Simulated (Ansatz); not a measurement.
TiN (rock salt)

```
TiN
1.0
    0.00000     2.11666     2.11666
    2.11666     0.00000     2.11666
    2.11666     2.11666     0.00000
N Ti
1 1
Cartesian
  0.00000   0.00000   0.00000
  2.11666   2.11666   2.11666
```

In this cell atom 2 (Ti, nearest neighbour N at 2.117 Å; its periodic images, 3.0 Å or more away, move with it) is moved by s towards the nearest neighbour, unit vector (-1.000, 0.000, 0.000); all other atoms and the cell stay fixed.

The numbers are results of r2SCAN (plane waves to 500 eV, PAW, scalar-relativistic; Ansatz, an electronic-structure program), not measurements. k mesh 15×15×15 (Γ-centred), Fermi-Dirac smearing 0.05 eV. Energies are smeared free energies. Compression counts positive. Left out: 2 of 11 points, with atoms too close for the PAW data. With partly filled bands, energies and forces of such displacements shift with the k mesh and the smearing. F∥ is the force on the atom along that direction. The PAW data are Ansatz's earlier set. TiN is run without spin polarisation. TiN was relaxed with its symmetry unable to fall. ΔE is measured from the undisplaced structure.

```tsv
s (Å)	ΔE (meV/cell)	F∥ (eV/Å)	P (GPa)
-0.336	678	4.506	19.5
-0.252	361	3.097	10.7
-0.168	157	1.881	4.7
-0.084	39	0.924	1.2
0.000	0	0.000	0.0
0.084	39	-0.924	1.2
0.168	157	-1.881	4.7
0.252	361	-3.097	10.7
0.336	678	-4.506	19.5
```

Summary:

| Item | Result |
|---|---|
| Energy at s = 0.336 Å | 678 meV/cell |
| Force along the line at s = -0.336 Å | 4.51 eV/Å |
| Symmetry of the curve | even: the same for both signs |
| Shape of the curve | a single well with its minimum at or next to zero displacement |
| Force constant k = d²E/ds² at s = 0 (finite differences) | 10.9 eV/Å² |
| Harmonic estimate at the end of the scan | ½ks² = 618 meV/cell against the computed 678 meV/cell, so the well is stiffer than harmonic there |
| Zone-centre optical wavenumber from k | 524 cm⁻¹ |

(For displaced atoms, the force is minus the slope of the energy, and its curvature is a force constant, which sets phonon frequencies.)
